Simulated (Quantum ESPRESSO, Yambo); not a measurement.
BaCu2S2 (space group I4/mmm, No. 139). The geometry is that of Materials Project entry mp-4255, symmetrised and not relaxed again. Chain: PBEsol (pw.x of Quantum ESPRESSO, ONCV potentials, scalar-relativistic); G0W0 in Yambo (4×4×4 Γ-centred k mesh, bands 9 to 116 and a 6 Ry block in the screening, 116 bands in G with the Bruneval-Gonze terminator, plasmon pole fitted at 27.2 eV); BSE (6×6×6 mesh, 12 valence and 5 conduction bands, static screening with 65 bands and a 3 Ry block, scissor 0.55 eV, Tamm-Dancoff).

```json
{
  "PBEsol gap (dense path)": "0.44 eV",
  "PBEsol gap Γ → Γ on the GW mesh": "0.44 eV",
  "PBEsol smallest direct gap on the GW mesh, at Γ": "0.44 eV",
  "G0W0 direct gap at that point": "0.99 eV",
  "G0W0 correction to the gap Γ → Γ": "0.55 eV",
  "lowest_exciton": "no binding energy given (see below)"
}
```

Rough cost of the Yambo steps against G0W0 for 10 states: BSE within a factor of two.

Convergence of the G0W0 settings was not tested. The BSE states are vertical excitations (zero momentum). The lowest state covers only about 2 of the 216 k points, so the mesh doesn't resolve it: its energy and its distance from the direct gap are mesh artefacts. An extended exciton needs a far denser mesh. Axes are Cartesian, with cell vectors (Å) (-1.95, 1.95, 6.33), (1.95, -1.95, 6.33), (1.95, 1.95, -6.33).

The filled Cu 3d shell has no Hubbard U; semilocal functionals place it too high.

The structure is a Materials Project entry; no match was found in the copy of COD used, and its stability was not checked.
